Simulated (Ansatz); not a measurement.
CsPbBr₃:
```
CELL_PARAMETERS angstrom
      5.93406     0.00000     0.00000
      0.00000     5.93406     0.00000
      0.00000     0.00000     5.93406
ATOMIC_POSITIONS crystal
  Cs 0.00000 0.00000 0.00000
  Pb 0.50000 0.50000 0.50000
  Br 0.00000 0.50000 0.50000
  Br 0.50000 0.50000 0.00000
  Br 0.50000 0.00000 0.50000
```

Relaxed with r²SCAN. r²SCAN in the plane-wave PAW code Ansatz gives a gap of 2.03 eV.

Q: What gap does HSE06 give on the same cell (Ansatz, PAW)?

A: 2.22 eV, 0.20 eV more. The hybrid was solved on a coarser mesh and at special points; its gap is the smallest among all of these.

```tsv
k	v1 r²SCAN	c1 r²SCAN	v1 HSE06	c1 HSE06
Γ	-2.02	3.63	___	___
R	0.00	2.03	0.00	2.22
M	-0.69	2.54	___	___
X	-1.42	3.01	___	___
```

Q: Top valence (v1) and lowest conduction level (c1) in eV from each method's valence maximum (which need not be a listed point): supply the withheld HSE06 values.

A: 
- X, v1 HSE06: -1.58
- X, c1 HSE06: 3.25
- M, v1 HSE06: -0.77
- M, c1 HSE06: 2.76
- Γ, v1 HSE06: -2.36
- Γ, c1 HSE06: 3.78

Cost on shared cores: the r²SCAN run (SCF on a 5×5×5 mesh, then bands and DOS) very roughly 120 core-seconds, the HSE06 run (SCF on 3×3×3, then a few points) around 3 core-minutes (rough); the tasks are unlike.

Space group Pm-3m (cubic perovskite). This is a known high-temperature phase of the composition, computed here at zero pressure and temperature. The r²SCAN relaxation kept the symmetry of its start; of distortions, only those at the zone centre were tested. Spin–orbit coupling is left out wherever it is not named.

Potentials: the later of the program's two PAW sets.
